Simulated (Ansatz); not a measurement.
Input and command of a plane-wave DFT calculation in Ansatz:

```yaml
crystal:
  lattice:
    - [4.2527474225, 0.0, 0.0]
    - [0.0, 4.2527474225, 0.0]
    - [0.0, 0.0, 10.9796229033]
  atoms:
    - { symbol: Sn, position: [0.5, 0.0, 0.3781633345] }
    - { symbol: Sn, position: [0.0, 0.5, 0.6218366655] }
    - { symbol: Se, position: [0.5, 0.0, 0.6217782147] }
    - { symbol: Se, position: [0.0, 0.5, 0.3782217853] }
basis:
  ecutwfc: 420
kpoints:
  mp_grid: { grid: [6, 6, 4] }
hamiltonian:
  xc: lda
scf:
  occupations: { method: gaussian, width: 0.05 }
output:
  forces: true
  stress: true
  eigenvalues: true
  write_density: true
  write_potential: true
  elf: true
  volumetric_format: npy
```

```bash
ansatz run input.yaml --threads 2 --pin off --max-ram 5120MiB --backend cpu --events-out ev --progress --plain --runs-dir out
```

Processor: Intel(R) Xeon(R) Processor @ 2.70GHz, 2 threads, on a host shared with other jobs.

**Question.** Estimate time, memory and problem size.

**Answer.** About 8.1 s on 2 threads of Intel(R) Xeon(R) Processor @ 2.70GHz, on a shared host, peak memory 0.54 GiB. It solves 36 bands at 30 k points (the mesh reduced by symmetry) with about 3845 plane waves, in 7 SCF iterations.
